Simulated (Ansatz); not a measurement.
Phonon spectrum of BN

Theory: DFT PBE, scalar-relativistic, plane waves, PAW in Ansatz 0.2.0. Settings: 420 eV plane-wave cutoff, Γ-centred 12×12×4 mesh, fixed occupations. No spin polarisation. Phonons by linear response, acoustic sum rule imposed.

Equilibrium structure at this level:
```yaml
crystal:
  lattice:
    - [2.51215, 0.00000, 0.00000]
    - [-1.25608, 2.17559, 0.00000]
    - [0.00000, 0.00000, 8.50011]
  atoms:
    - { symbol: B, position: [0.33333, 0.66667, 0.25000] }
    - { symbol: B, position: [0.66667, 0.33333, 0.75000] }
    - { symbol: N, position: [0.33333, 0.66667, 0.75000] }
    - { symbol: N, position: [0.66667, 0.33333, 0.25000] }
```

It was relaxed at this level from a cell as deposited in COD. The q mesh is coarse, so values between its points are rough. Modes under 40 cm⁻¹ are poorly fixed. No dispersion correction is applied, so modes and constants that involve weak contacts between layers, chains or molecules come out too soft.

Force constants from linear response on a 3×3×1 q mesh.

Problem. Is the structure dynamically stable on this mesh?

Solution. Yes, on this mesh: no mode is imaginary. Between the mesh points the interpolation dips to 21i cm⁻¹.

Problem. Give the frequencies (cm⁻¹; i marks imaginary ones) at the irreducible q points, in fractions of the reciprocal vectors, the Γ row without the LO field.

Solution.
```tsv
q	star	frequencies
0.000 0.000 0.000	1	0 0 0 12 12 24 775 800 1342 1342 1342 1342
0.000 0.333 0.000	6	195 196 484 484 689 701 895 896 1262 1262 1418 1431
0.333 0.333 0.000	2	309 309 594 594 863 864 1052 1052 1171 1171 1253 1253
```
